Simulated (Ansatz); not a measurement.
SrTiO3, a database entry at a rescaled volume

```yaml
crystal:
  lattice:
    - [3.88363, 0.00000, 0.00000]
    - [0.00000, 3.88363, 0.00000]
    - [0.00000, 0.00000, 3.88363]
  atoms:
    - { symbol: Sr, position: [0.00000, 0.00000, 0.00000] }
    - { symbol: Ti, position: [0.50000, 0.50000, 0.50000] }
    - { symbol: O, position: [0.00000, 0.50000, 0.50000] }
    - { symbol: O, position: [0.50000, 0.00000, 0.50000] }
    - { symbol: O, position: [0.50000, 0.50000, 0.00000] }
```

Method: PBE, no spin polarisation; PAW, plane waves to 420 eV, 7×7×7 Γ-centred mesh, fermi-dirac occupations (width 0.0801 eV) (Ansatz 0.2.0), atoms fixed.

Electronic structure: The gap is 1.92 eV, indirect (the least direct gap found is 2.25 eV).
Formation energy: -3.13 eV an atom against the elements' usual phases (free molecules for gases, crystals otherwise, with no correction for O₂ or N₂), so it is bound against them; other compounds may still compete. Relaxing would lower it.
Stress: The pressure is 7.5 GPa (compression positive), so with the atoms held at these fractions the cell would first expand.
Band edges: Within 0.7 eV of the edges, the states project mainly on O p (96 %) below the gap and on Ti d (90 %) above it.

Origin: a database entry at a rescaled volume.
